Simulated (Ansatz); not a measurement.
# ¹¹B NMR of the central transition in BN

Cell: a COD entry, its atoms then relaxed with PBE in this cell.

```
CELL_PARAMETERS angstrom
2.49824 0.00000 0.00000
-1.24912 2.16354 0.00000
0.00000 0.00000 6.63570
ATOMIC_POSITIONS crystal
B 0.33333 0.66667 0.25000
B 0.66667 0.33333 0.75000
N 0.33333 0.66667 0.75000
N 0.66667 0.33333 0.25000
```

Atom numbers follow the list; atoms alike are taken as one site, whose name carries the number of the first.

The numbers come from a DFT calculation in Ansatz (r2SCAN, plane waves and PAW, scalar-relativistic, 500 eV cutoff, Γ-centred 14×14×5 k-points, Fermi–Dirac smearing 0.02 eV).

¹¹B has I = 3/2 and Q = 40.59 mb (Pyykkö 2018); at 7.05 T its Larmor frequency is ν₀ = 96.3 MHz. Only the quadrupole interaction is simulated: positions count from each site's isotropic chemical shift, and J coupling is left out, as are shift anisotropy and dipolar coupling, which fast spinning averages.

(1) What does the ¹¹B spectrum (fast magic-angle spinning) show for each site?

## Answers

(1) 

| site | first shell | C_Q (MHz) | η | P_Q (MHz) | δ_QIS (ppm) | breadth (kHz) |
| --- | --- | --- | --- | --- | --- | --- |
| B | 3 N at 1.44 Å | 2.90 | 0.00 | 2.90 | -22.7 | 4.69 |

δ_QIS = −(ν_Q²/30ν₀²)[I(I+1) − 3/4](1 + η²/3) × 10⁶ ppm with ν_Q = 3|C_Q|/[2I(2I−1)]; it falls as 1/B₀² in ppm, and the breadth as 1/B₀ in kHz.

An axis of threefold or higher order runs through B, so V_zz lies along it and η is zero.
